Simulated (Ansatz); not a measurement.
**Turned bonded groups in CdH4C4N2Cl2**

Computed with DFT PBE+D3(BJ), scalar-relativistic, plane waves, PAW in Ansatz.

Cutoff 420 eV; k points 4×4×6 on the computed 13-atom cell (Γ-centred); Gaussian smearing, width 0.02 eV; no spin polarisation for the host; each changed cell takes a mesh and smearing chosen by its own gap and starts from the host's moments or customary ones, or runs without spin. Cells and atoms are relaxed to the nearest stationary point that keeps the symmetry of their start (forces under 0.02 to 0.04 eV/Å, stress under 0.1 to 0.2 GPa); energies are at zero smearing, without zero-point or thermal terms.

First relaxed cell:

```xyz
13
Lattice="5.8818 -3.7955 -0.0602 5.8818 3.7955 -0.0602 -0.2671 0.0000 3.7659" Properties=species:S:1:pos:R:3 pbc="T T T"
Cd    0.0000    0.0000    0.0000
H     3.9254    1.2610    0.6462
H     7.5711    1.2610    2.9992
H     7.5711   -1.2610    2.9992
H     3.9254   -1.2610    0.6462
C     4.7985    0.6963    0.3219
C     6.6980    0.6963    3.3236
C     6.6980   -0.6963    3.3236
C     4.7985   -0.6963    0.3219
N     5.8818    1.3875   -0.0602
N     5.8818   -1.3875   -0.0602
Cl    9.7923    0.0000    1.6294
Cl    1.7042    0.0000    2.0161
```

After turning one bonded group (molecular ion or hydroxyl) at random and relaxing again (A):

```
CELL_PARAMETERS angstrom
5.86956 -3.78461 0.37701
5.88706 3.81176 0.37524
0.01249 -0.00149 3.77415
ATOMIC_POSITIONS crystal
Cd 0.00000 0.00000 0.00000
H 0.83001 0.49561 0.18118
H 0.50214 0.17202 0.81913
H 0.16999 0.50439 0.81882
H 0.49786 0.82798 0.18087
C 0.68243 0.49799 0.09792
C 0.50088 0.31858 0.90218
C 0.31757 0.50201 0.90208
C 0.49912 0.68142 0.09782
N 0.68271 0.31729 0.99993
N 0.31729 0.68271 0.00007
Cl 0.84281 0.84389 0.53654
Cl 0.15719 0.15611 0.46346
```

After turning one or more bonded groups (molecular ions or hydroxyls) at random and relaxing again (B):

```
CELL_PARAMETERS angstrom
6.64582 -6.09352 0.05813
4.76339 3.15920 -0.24369
-0.29839 -0.07777 3.69877
ATOMIC_POSITIONS crystal
Cd 0.00000 0.00000 0.00000
H 0.25520 0.60114 0.30168
H 0.61124 0.07192 0.82186
H 0.74480 0.39886 0.69832
H 0.38876 0.92808 0.17814
C 0.36507 0.55585 0.16244
C 0.56163 0.26428 0.90193
C 0.63493 0.44415 0.83756
C 0.43837 0.73572 0.09807
N 0.42569 0.32017 0.06612
N 0.57431 0.67983 0.93388
Cl 0.88212 0.80066 0.44330
Cl 0.11788 0.19934 0.55670
```

The table gives the energy and gap of these cells against the first.

| cell | ΔE (meV/atom) | space group | gap on mesh (eV) |
| --- | --- | --- | --- |
| first | 0.0 | C2/m | 2.55 |
| A | 0.1 | C2/m | 2.55 |
| B | 98.7 | P-1 | 2.05 |

Cost: 3 runs of about 18 core-minutes in all, on Arm Neoverse V1 (shared hosts).